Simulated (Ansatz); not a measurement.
Relaxed SnO$_{2}$ (rutile):

```yaml
crystal:
  lattice:
    - [4.82755, 0.00000, 0.00000]
    - [0.00000, 4.82755, 0.00000]
    - [0.00000, 0.00000, 3.23815]
  atoms:
    - { symbol: Sn, position: [0.00000, 0.00000, 0.00000] }
    - { symbol: Sn, position: [0.50000, 0.50000, 0.50000] }
    - { symbol: O, position: [0.30658, 0.30658, 0.00000] }
    - { symbol: O, position: [0.80658, 0.19342, 0.50000] }
    - { symbol: O, position: [0.19342, 0.80658, 0.50000] }
    - { symbol: O, position: [0.69342, 0.69342, 0.00000] }
```

All values below come from PBE (plane waves to 420 eV, PAW, scalar-relativistic; Ansatz, an electronic-structure program). k mesh 6×6×8 (Γ-centred), Fermi-Dirac smearing 0.05 eV. SnO2 was relaxed with its symmetry unable to fall.

One atom of the cell was then moved (with its periodic images), all else fixed, and the forces (eV/Å) came out as:

```
atom      Fx      Fy     Fz
----  ------  ------  -----
Sn1    0.635  -0.450  0.000
Sn2    0.559  -0.763  0.000
O3    -0.075  -0.092  0.000
O4     0.372  -0.314  0.000
O5    -2.109   1.560  0.000
O6     0.617   0.058  0.000
```

### Question
Which atom was moved, and by which vector (Å)?

### Answer
O5, by (0.17, 0.00, 0.00), 0.17 Å in all.

(For displaced atoms, the force is minus the slope of the energy, and its curvature is a force constant, which sets phonon frequencies.)
